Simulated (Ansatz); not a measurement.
Relaxing a structure of Sn

The start is a relaxed Sn cell displaced along its unstable phonon at q = (½, ½, 0) of its primitive reciprocal cell (43i cm⁻¹), largest move 0.15 Å. A full variable-cell relaxation at zero pressure is run with PBEsol (plane waves to 420 eV, PAW, scalar-relativistic; Ansatz, a quantum-chemistry and plane-wave program). The first steps use a coarse 6×6×6 k-mesh.

Starting cell:
```
Sn
1.0
   11.99907     0.00000     0.00000
    5.99954     5.99954     0.00000
    0.00000     0.00000     5.99954
Sn
16
Cartesian
  1.49988   0.00000   3.00507
  7.49942   0.00000   2.99447
  4.49965   0.00000   2.99447
 10.49919   0.00000   3.00507
 11.99907   2.84977   1.49988
  5.99954   3.14977   1.49988
 11.99907   3.14977   4.49965
  5.99954   2.84977   4.49965
  2.99977   1.49988   0.00000
  8.99930   1.49988   0.00000
 14.99884   4.49965   0.00000
  8.99930   4.49965   0.00000
  0.00000   0.00000  -0.04582
  5.99954   0.00000   0.04582
  2.99977   2.99977   2.99977
  8.99930   2.99977   2.99977
```

- Largest initial force: 0.09 eV/Å, on Sn5, Sn6, Sn7, Sn8 (atoms numbered as listed)
- Energy released: 0.01 eV/atom
- Shortest distances (start → end): The closest pairs of elements (up to four, under 3.6 Å), start → end: Sn–Sn 3.00 → 2.97 Å
- Optimiser moves: 18

Relaxed structure:

```cif
data_Sn32
_chemical_formula_sum 'Sn32'
_space_group_name_H-M_alt 'Cmme'
_space_group_IT_number 67
_space_group_name_Hall '-C 2a 2'
_cell_length_a 12.14696
_cell_length_b 12.55666
_cell_length_c 5.72008
_cell_angle_alpha 90.000
_cell_angle_beta 90.000
_cell_angle_gamma 90.000
loop_
_atom_site_label
_atom_site_type_symbol
_atom_site_symmetry_multiplicity
_atom_site_Wyckoff_symbol
_atom_site_fract_x
_atom_site_fract_y
_atom_site_fract_z
_atom_site_occupancy
Sn1 Sn 8 n 0.12864 0.25000 0.53291 1
Sn2 Sn 8 m 0.00000 0.54755 0.24855 1
Sn3 Sn 8 j 0.25000 0.12709 0.00000 1
Sn4 Sn 4 g 0.00000 0.25000 0.06395 1
Sn5 Sn 4 b 0.25000 0.50000 0.50000 1
```
(The calculation used a cell of 16 atoms; values per cell refer to that cell.)

Final values are on a 6×6×8 k-mesh of the relaxed cell. No spin polarisation in the result.

The run could not lose the symmetry of its start: the end is stationary, and may be a saddle point rather than a minimum.

The relaxed structure here is a generated cell of Sn: the first start was made by placing the elements on the sites of a structure type, and the end was not matched to a known phase here, so it may be hypothetical. Known forms of Sn include space group No. 141, 227.
